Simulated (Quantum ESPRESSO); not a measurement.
Ca3CdO4 is taken in the orthorhombic space group Cmmm (No. 65), Pearson symbol oS16. Cell: a = 6.734 Å, b = 9.558 Å, c = 3.392 Å, α = 90.00°, β = 90.00°, γ = 90.00°. O1 on 4i is coordinated by 5 Ca at 2.365–2.390 Å and 1 Cd at 2.414 Å (octahedral). O2 on 4h is coordinated by 4 Ca at 2.377–2.390 Å and 2 Cd at 2.403 Å (octahedral). Ca1 on 2b is coordinated by 6 O at 2.365–2.377 Å (octahedral). Ca2 on 4f is surrounded by 6 O at 2.390 Å (octahedral). Cd on 2a is coordinated by 6 O at 2.403–2.414 Å (octahedral). (Neighbours: up to the widest gap in distance over summed covalent radii, below 1.35, at either atom; cation-cation contacts left out.)
(The calculation used a cell of 8 atoms; values per cell refer to that cell.)

The geometry is that of Materials Project entry mp-755287, symmetrised and not relaxed again.

What does PBEsol (pw.x of Quantum ESPRESSO, ONCV potentials, scalar-relativistic) give for the electronic structure near the Fermi level?

The PBEsol gap is indirect, 2.58 eV, from S to Γ; the smallest direct gap is 2.78 eV. Spin-orbit splittings are left out.

The structure is a Materials Project entry; no match was found in the copy of COD used, and its stability was not checked.

Letters of k points follow the standard setting of the lattice, whose axes may be ordered differently from the printed cell.
